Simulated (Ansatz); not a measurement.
InGaAs2 in space group R3m (No. 160; In on 3a, Ga on 3a, As on 3a, As on 3a), LDA (plane waves, PAW; program Ansatz), all energies at zero smearing, with the estimated change up to a 700 eV cutoff added, with one set of potentials and settings (totals compare only within such a set). Cell of 4 atoms (1 In, 1 Ga, 2 As): -18712.428 eV.

```
element              reference phase  E (eV/atom)
-------  ---------------------------  -----------
In       I4/mmm, 1 atoms in the cell   -5457.1653
Ga         Cmce, 4 atoms in the cell   -3706.9815
As         R-3m, 2 atoms in the cell   -4773.6736
```

Formation energy per atom, worked out: (-18712.428 − 1×(-5457.1653) − 1×(-3706.9815) − 2×(-4773.6736))/4 = -0.234 eV/atom (-23 kJ per mol of atoms), at 0 K, without zero-point energy or fitted corrections.

The first step of the workflow began from a Materials Project structure, measured or hypothetical; the Crystallography Open Database copy checked does not list it. With In and Ga taken as one species the cell has the higher symmetry F-43m, so it may be an ordered model of a mixed-site phase. Its standing as an ambient phase is unchecked. Symmetry was held in the LDA relaxation; of distortions, only those at the zone centre were tested. The references are the lowest solids computed at this level, not always the standard phases.

Potentials: the later of the program's two PAW sets.
